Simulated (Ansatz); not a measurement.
B in space group Cmce (No. 64; B on 8f) under volume change, PBE+D3(BJ) in the plane-wave PAW code Ansatz, shape and atoms relaxed at each volume.

| V (Å³/atom) | E − E(relaxed) (meV/atom) | P (GPa) |
|---|---|---|
| 5.677 | 49.4 | 30.25 |
| 5.864 | 20.9 | 18.76 |
| 6.051 | 5.0 | 8.74 |
| 6.238 | 0.0 | 0.00 |
| 6.425 | 4.5 | -7.62 |
| 6.612 | 17.4 | -14.29 |
| 6.799 | 37.6 | -20.10 |

Problem. What does a third-order Birch–Murnaghan fit give for V₀, B₀ and B′?

Solution. V₀ = 6.24 Å³/atom, B₀ = 272 GPa, B′ = 3.5.

The cell is a constructed one: a structure type filled with these elements; neither database checked (COD, Materials Project) lists it. It is not the phase usual at ambient conditions (space group No. 166). The PBE+D3(BJ) relaxation kept the symmetry of its start; its stability against distortions is not shown here.

Potentials: the later of the program's two PAW sets.
